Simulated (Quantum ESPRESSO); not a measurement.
BAl3P4, input and log of a self-consistent run

Computed values, not a measurement. The program is pw.x of Quantum ESPRESSO 7.5 (plane-wave density functional theory). The cell is made up: 8 atoms on a zincblende/diamond lattice, with randomly drawn elements, strain and displacements, not relaxed. PseudoDojo standard norm-conserving files (v0.5 for PBE, v0.4.1 for LDA and PBEsol) set the functional; there is no spin polarisation, spin-orbit coupling or dispersion term, and the masses in the input are unused placeholders.

Input:

```
&control calculation='scf', pseudo_dir='./dojo.nc.sr.pbe.v0_5.standard.upf', outdir='./o', disk_io='medium', tprnfor=.true., tstress=.true. /
&system ibrav=0, nat=8, ntyp=3, nbnd=22, ecutwfc=75.99759826, nosym=.true., tot_charge=0,
 occupations='smearing', smearing='fd', degauss=0.0018374661
/
&electrons conv_thr=7.350e-09, electron_maxstep=60, /
ATOMIC_SPECIES
Al 1.0 Al.upf
B 1.0 B.upf
P 1.0 P.upf
CELL_PARAMETERS angstrom
5.5885 0.0 0.0
0.0 5.5885 0.0
0.0 0.0 5.5885
ATOMIC_POSITIONS angstrom
B 0.0127 -0.0239 0.0145
Al -0.004 2.7355 2.8249
Al 2.8483 0.0282 2.7572
Al 2.8471 2.7611 -0.0356
P 1.4453 1.3941 1.4059
P 1.3188 4.2397 4.1824
P 4.2036 1.4519 4.235
P 4.2285 4.2404 1.3586
K_POINTS automatic
4 4 4 1 1 1
```

The log is shortened where brackets say so; the opening notice, blank lines, dates and the lines on written files are dropped, and the path of the files is cut. It prints rydbergs, bohrs and kilobars, and counts compression as positive stress. With no partly filled state, the Fermi energy that it prints is only some level between the filled and the empty states on the mesh, and need not lie in the true gap.

```
     Program PWSCF v.7.5
     Parallel version (MPI & OpenMP), running on       1 processor cores
     Number of MPI processes:                 1
     Threads/MPI process:                     1
     [start-up lines left out]
     bravais-lattice index     =            0
     lattice parameter (alat)  =      10.5607  a.u.
     unit-cell volume          =    1177.8293 (a.u.)^3
     number of atoms/cell      =            8
     number of atomic types    =            3
     number of electrons       =        32.00
     number of Kohn-Sham states=           22
     kinetic-energy cutoff     =      75.9976  Ry
     charge density cutoff     =     303.9904  Ry
     scf convergence threshold =      7.3E-09
     mixing beta               =       0.7000
     number of iterations used =            8  plain     mixing
     Exchange-correlation= PBE
                           (   1   4   3   4   0   0   0)
     [axes and pseudopotential details left out]
   Cartesian axes
     site n.     atom                  positions (alat units)
         1        B      tau(   1) = (   0.0022725  -0.0042766   0.0025946  )
         2        Al     tau(   2) = (  -0.0007158   0.4894873   0.5054845  )
         3        Al     tau(   3) = (   0.5096716   0.0050461   0.4933703  )
         4        Al     tau(   4) = (   0.5094569   0.4940682  -0.0063702  )
         5        P      tau(   5) = (   0.2586204   0.2494587   0.2515702  )
         6        P      tau(   6) = (   0.2359846   0.7586472   0.7483940  )
         7        P      tau(   7) = (   0.7521875   0.2598014   0.7578062  )
         8        P      tau(   8) = (   0.7566431   0.7587725   0.2431064  )
     number of k points=    32  Fermi-Dirac smearing, width (Ry)=  0.0018
                       cart. coord. in units 2pi/alat
        k(    1) = (   0.1250000   0.1250000   0.1250000), wk =   0.0625000
        k(    2) = (   0.1250000   0.1250000   0.3750000), wk =   0.0625000
     [further k points left out]
     Dense  grid:   105591 G-vectors     FFT dimensions: (  60,  60,  60)
     Estimated max dynamical RAM per process >     118.57 MB
     Initial potential from superposition of free atoms
     starting charge      31.9919, renormalised to      32.0000
     Starting wfcs are   32 randomized atomic wfcs
     total cpu time spent up to now is        7.3 secs
     per-process dynamical memory:    90.7 Mb
     Self-consistent Calculation
     iteration #  1     ecut=    76.00 Ry     beta= 0.70
     Davidson diagonalization with overlap
     ethr =  1.00E-02,  avg # of iterations =  3.5
     Threshold (ethr) on eigenvalues was too large:
     Diagonalizing with lowered threshold
     Davidson diagonalization with overlap
     ethr =  7.89E-04,  avg # of iterations =  1.9
     total cpu time spent up to now is       33.4 secs
     total energy              =     -75.23757414 Ry
     estimated scf accuracy    <       0.26320406 Ry
     iteration #  2     ecut=    76.00 Ry     beta= 0.70
     Davidson diagonalization with overlap
     ethr =  8.23E-04,  avg # of iterations =  2.0
     total cpu time spent up to now is       44.4 secs
     total energy              =     -75.27700357 Ry
     estimated scf accuracy    <       0.05728210 Ry
     iteration #  3     ecut=    76.00 Ry     beta= 0.70
     Davidson diagonalization with overlap
     ethr =  1.79E-04,  avg # of iterations =  5.7
     total cpu time spent up to now is       59.9 secs
     total energy              =     -75.28448498 Ry
     estimated scf accuracy    <       0.02071989 Ry
     iteration #  4     ecut=    76.00 Ry     beta= 0.70
     Davidson diagonalization with overlap
     ethr =  6.47E-05,  avg # of iterations =  2.3
     total cpu time spent up to now is       73.3 secs
     total energy              =     -75.29000328 Ry
     estimated scf accuracy    <       0.00550315 Ry
     iteration #  5     ecut=    76.00 Ry     beta= 0.70
     Davidson diagonalization with overlap
     ethr =  1.72E-05,  avg # of iterations =  4.8
     total cpu time spent up to now is       84.9 secs
     total energy              =     -75.29081418 Ry
     estimated scf accuracy    <       0.00012840 Ry
     iteration #  6     ecut=    76.00 Ry     beta= 0.70
     Davidson diagonalization with overlap
     c_bands:  1 eigenvalues not converged
     ethr =  4.01E-07,  avg # of iterations =  9.7
     total cpu time spent up to now is      103.1 secs
     total energy              =     -75.29089658 Ry
     estimated scf accuracy    <       0.00001145 Ry
     iteration #  7     ecut=    76.00 Ry     beta= 0.70
     Davidson diagonalization with overlap
     ethr =  3.58E-08,  avg # of iterations =  2.8
     total cpu time spent up to now is      115.8 secs
     total energy              =     -75.29090001 Ry
     estimated scf accuracy    <       0.00000118 Ry
     iteration #  8     ecut=    76.00 Ry     beta= 0.70
     Davidson diagonalization with overlap
     ethr =  3.70E-09,  avg # of iterations =  3.7
     total cpu time spent up to now is      131.3 secs
     total energy              =     -75.29090043 Ry
     estimated scf accuracy    <       0.00000034 Ry
     iteration #  9     ecut=    76.00 Ry     beta= 0.70
     Davidson diagonalization with overlap
     ethr =  1.06E-09,  avg # of iterations =  2.1
     total cpu time spent up to now is      145.5 secs
     total energy              =     -75.29090053 Ry
     estimated scf accuracy    <       0.00000002 Ry
     iteration # 10     ecut=    76.00 Ry     beta= 0.70
     Davidson diagonalization with overlap
     ethr =  4.87E-11,  avg # of iterations =  4.2
     total cpu time spent up to now is      161.6 secs
     total energy              =     -75.29090053 Ry
     estimated scf accuracy    <       0.00000001 Ry
     iteration # 11     ecut=    76.00 Ry     beta= 0.70
     Davidson diagonalization with overlap
     ethr =  4.56E-11,  avg # of iterations =  1.9
     total cpu time spent up to now is      174.0 secs
     End of self-consistent calculation
          k = 0.1250 0.1250 0.1250 ( 13181 PWs)   bands (ev):
    -7.0356  -5.3436  -5.1841  -5.0651  -1.6894  -0.9407  -0.8379   1.4578
     1.5319   1.6175   1.9460   2.0043   2.1560   2.7447   3.6229   3.9367
     5.3323   6.1120   6.2241   6.5515   7.0039   7.3389
     [levels at the other k points left out]
     the Fermi energy is     4.6825 ev
!    total energy              =     -75.29090054 Ry
     estimated scf accuracy    <          7.7E-10 Ry
     smearing contrib. (-TS)   =      -0.00000000 Ry
     internal energy E=F+TS    =     -75.29090054 Ry
     The total energy is F=E-TS. E is the sum of the following terms:
     one-electron contribution =       9.58745879 Ry
     hartree contribution      =       7.89286791 Ry
     xc contribution           =     -24.68252500 Ry
     ewald contribution        =     -68.08870223 Ry
     convergence has been achieved in  11 iterations
     Forces acting on atoms (cartesian axes, Ry/au):
     atom    1 type  2   force =     0.00292045   -0.00425599   -0.00028194
     atom    2 type  1   force =     0.00800127    0.02770996   -0.01804237
     atom    3 type  1   force =    -0.01093656   -0.00710214    0.01967026
     atom    4 type  1   force =    -0.03394844    0.04114115    0.01719916
     atom    5 type  3   force =    -0.04247072   -0.02700299   -0.03955221
     atom    6 type  3   force =    -0.00432093    0.02711168    0.04107078
     atom    7 type  3   force =     0.03986289   -0.07372445    0.01212513
     atom    8 type  3   force =     0.04089204    0.01612276   -0.03218881
     Total force =     0.146831     Total SCF correction =     0.000047
     Computing stress (Cartesian axis) and pressure
          total   stress  (Ry/bohr**3)                   (kbar)     P=      -92.42
  -0.00062415  -0.00003059  -0.00002512          -91.82       -4.50       -3.69
  -0.00003059  -0.00063342   0.00002665           -4.50      -93.18        3.92
  -0.00002512   0.00002665  -0.00062731           -3.69        3.92      -92.28
     init_run     :      7.04s CPU      7.22s WALL (       1 calls)
     electrons    :    159.09s CPU    166.68s WALL (       1 calls)
     forces       :      3.46s CPU      3.52s WALL (       1 calls)
     stress       :     11.64s CPU     11.72s WALL (       1 calls)
     [timing details left out]
     PWSCF        :   3m 1.40s CPU   3m 9.40s WALL
     JOB DONE.
```

In other units: free energy -1024.385 eV for the cell, pressure -9.24 GPa, largest force component 1.896 eV/Å. A rerun of a related cell, with the same atoms placed differently, at 1317 eV and a 6 x 6 x 6 mesh moved values by no more than 0.006 eV in energy, 0.02 GPa in stress and 0.002 eV/Å in force.